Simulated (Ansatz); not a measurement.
Input:

GaCl$_{3}$:
```cif
data_Cl6Ga2
_chemical_formula_sum 'Ga2 Cl6'
_space_group_name_H-M_alt 'P 1'
_space_group_IT_number 1
_cell_length_a 6.52571
_cell_length_b 6.73289
_cell_length_c 6.65702
_cell_angle_alpha 60.546
_cell_angle_beta 60.654
_cell_angle_gamma 61.024
loop_
_space_group_symop_operation_xyz
  'x, y, z'
loop_
_atom_site_label
_atom_site_type_symbol
_atom_site_fract_x
_atom_site_fract_y
_atom_site_fract_z
_atom_site_occupancy
Ga1 Ga 0.33713 0.09190 0.23360 1
Ga2 Ga 0.66287 0.90810 0.76640 1
Cl1 Cl 0.74662 0.99987 0.00021 1
Cl2 Cl 0.25338 0.00013 0.99979 1
Cl3 Cl 0.70228 0.17871 0.41712 1
Cl4 Cl 0.29772 0.82129 0.58288 1
Cl5 Cl 0.82475 0.54021 0.81002 1
Cl6 Cl 0.17525 0.45979 0.18998 1
```

This is the LDA-relaxed structure.

Task: All from LDA in the plane-wave PAW code Ansatz, unless another level is named. Predict the Debye temperature from the elastic constants.

Result: 166 K.

Task: Predict the zero-point energy.

Result: 32.7 meV/atom.

Task: What about the highest zone-centre frequency (without LO–TO term)?

Result: 446 cm^-1.

Task: Next, the vibrational entropy at 300 K?

Result: 38.9 J/(K·mol of atoms).

Space group C2/m. The first step of the workflow began from a Materials Project structure, measured or hypothetical; the Crystallography Open Database files this formula in space group No. 12, but the cells were not matched. Whether it is the stable phase at ambient conditions was not checked. The LDA relaxation kept the symmetry of its start; its stability against distortions is not shown here. A crystal of weakly bound molecules computed without a dispersion correction: the cell and the soft elastic constants depend strongly on that.

Potentials: the earlier of the program's two PAW sets. The files were generated under PBE; for other functionals the program regenerates the frozen cores, and for LDA and PBEsol the local potential too.
